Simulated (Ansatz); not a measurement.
# Field gradients of SiO₂ from run to run

Cell of run 1: a COD entry (listed for 0.7 GPa), taken as it stands.

```cif
data_SiO2
_symmetry_space_group_name_H-M 'P4_12_12'
_symmetry_Int_Tables_number 92
_cell_length_a 4.9028
_cell_length_b 4.9028
_cell_length_c 6.7782
_cell_angle_alpha 90.000
_cell_angle_beta 90.000
_cell_angle_gamma 90.000
loop_
_atom_site_label
_atom_site_type_symbol
_atom_site_symmetry_multiplicity
_atom_site_Wyckoff_symbol
_atom_site_fract_x
_atom_site_fract_y
_atom_site_fract_z
Si Si 4 a 0.3086 0.3086 0.0000
O O 8 b 0.2364 0.1198 0.1870
```

One atom of each set is listed.

Relaxed positions (PBE, cell held):

Si (0.3126, 0.3126, 0.0000)
O (0.2334, 0.1310, 0.1924)

All runs are DFT with Ansatz 0.2.0 (plane waves and PAW, scalar-relativistic unless spin–orbit coupling is named, Γ-centred meshes, Fermi–Dirac smearing where given) in this cell.

Run 1: PBE, atoms as given; 420 eV, 5×5×4 k-points, smearing 0.02 eV.
Run 2: PBE, atoms relaxed; 420 eV, 5×5×4 k-points, smearing 0.02 eV.
Run 3: r2SCAN, at the relaxed atoms; 500 eV, 5×5×4 k-points, smearing 0.02 eV.

(1) What does each run give, and what moves the gradients most?

## Answers

(1) 

```tsv
run	Si V_zz (η)	O V_zz (η)
1	-0.64 (0.84)	8.81 (0.19)
2	-0.46 (0.83)	9.14 (0.24)
3	-0.46 (0.77)	9.01 (0.24)
```

V_zz in 10²¹ V/m². Against run 1, the gradient tensors on these sites move by at most 0.48 in run 2 (O), 0.39 in run 3 (O). Taken one at a time, the positions of the atoms (as given or relaxed) move the tensors on these sites by up to 0.48 (largest principal value of the change, on O), the functional (r2SCAN with its higher cutoff) by 0.13 (O).

In runs 1, 3 the atoms aren't at the calculated equilibrium (largest force 0.52, 0.32 eV/Å). The cell isn't the equilibrium one in run 1 (calculated pressure 9 GPa), and the entry's cell may itself be off.
